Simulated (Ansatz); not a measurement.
PtS2 (CdI2 type)

```yaml
crystal:
  lattice:
    - [3.55232, 0.00000, 0.00000]
    - [-1.77616, 3.07640, 0.00000]
    - [0.00000, 0.00000, 5.12720]
  atoms:
    - { symbol: Pt, position: [0.00000, 0.00000, 0.00000] }
    - { symbol: S, position: [0.33333, 0.66667, 0.23909] }
    - { symbol: S, position: [0.66667, 0.33333, 0.76091] }
```

The volume is varied about the relaxed value V₀ at fixed cell shape. The atoms relax within the cell's symmetry.

The numbers are results of r2SCAN+rVV10 (plane waves to 500 eV, PAW, scalar-relativistic; Ansatz, a program for electronic structure), not measurements. k mesh 11×11×7 (Γ-centred), Fermi-Dirac smearing 0.05 eV. E stands for the smeared free energy. Compression counts positive. With the shape held, the modulus is that of even scaling; a crystal free to change shape is softer. PtS2 is run without spin polarisation. PtS2 was relaxed with its symmetry unable to fall. Spin-orbit coupling is left out, though Pt is heavy. The zero of ΔE is the relaxed starting cell.

```
V (Å³/atom)  ΔE (meV/atom)
-----------  -------------
17.557                17.8
17.837                 9.8
18.117                 4.2
18.397                 1.0
18.677                 0.0
18.957                 1.0
19.238                 3.8
19.518            withheld
19.798                14.4
```

Question: Fit a third-order Birch-Murnaghan form (E₀, V₀, B₀, B₀′ free) to the given rows and predict ΔE at V = 19.518.

Answer: Least squares on the 8 given rows: ΔE = E₀ + (9V₀B₀/16)·y²·[2 + (B₀′ − 4)y], y = (V₀/V)^(2/3) − 1, with V₀ = 18.677 Å³/atom, B₀ = 76.11 GPa (160.2 GPa = 1 eV/Å³; the term in eV is multiplied by 1000), B₀′ = 4.36, E₀ = 0.01 meV/atom; root-mean-square residual 0.03 meV/atom. At 19.518 the fit gives 8.3 meV/atom; the calculation gives 8.3 meV/atom, the same to the digits shown. For the pressure the fit gives -3.05 GPa against the computed -3.03 GPa.

(Under strain, the slope of the energy per volume gives the stress and its curvature an elastic modulus.)
